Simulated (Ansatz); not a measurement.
Trial structure of NaSc, not yet relaxed:

Space group P-6m2 (No. 187). a = 3.176 Å, b = 3.176 Å, c = 5.146 Å, α = 90.00°, β = 90.00°, γ = 120.00°
```
atom  site  symmetry       x       y       z
  Na    1b      -6m2  0.0000  0.0000  0.5000
  Sc    1c      -6m2  0.3333  0.6667  0.0000
```

These are results of Ansatz 0.2.0, DFT PBE, scalar-relativistic, plane waves, PAW, not measurements. Plane waves to 420 eV, a k mesh through Γ of 6×6×4 on the computed 2-atom cell and Gaussian smearing (0.10 eV); no spin polarisation.

Energies over the elements count from the elements' standard structures at the same level, with no fitted energy shifts.

Task: How far from equilibrium is it?

Result: The pressure is 8.1 GPa (the mean over three directions, positive in compression), the largest force is 0.00 eV/Å (symmetry fixes the atoms), and the energy is +0.52 eV/atom against the elements. The shortest distance is 3.16 Å.

Task: How much does it gain on relaxing, and where does it end?

Result: Relaxing gains about 0.17 eV/atom (the start's value is from the coarse mesh, so the gain is rough) in 10 ionic steps and ends at +0.36 eV/atom on the finer mesh. The symmetry stays P-6m2 (No. 187). The volume per atom grows by 25.0 %, from 22.5 to 28.1 Å³. The shortest distance goes from 3.16 Å (Na–Sc) to 3.26 Å (Na–Na and Sc–Sc). The ratio c/a of the conventional cell changes by a factor of 1.15. Conventional cell: a = 3.262 Å, c = 6.098 Å. Na is surrounded by 6 Na at 3.26 Å and 6 Sc at 3.58 Å; Sc is surrounded by 6 Sc at 3.26 Å and 6 Na at 3.58 Å.

The last run used an 18×18×10 mesh (in the run's order of axes) for its 2-atom cell and Gaussian smearing of 0.10 eV. The relaxation can't lower the symmetry of the start. A later test with randomly moved atoms came back to the same energy, though modes that don't fit the test's cell weren't probed.
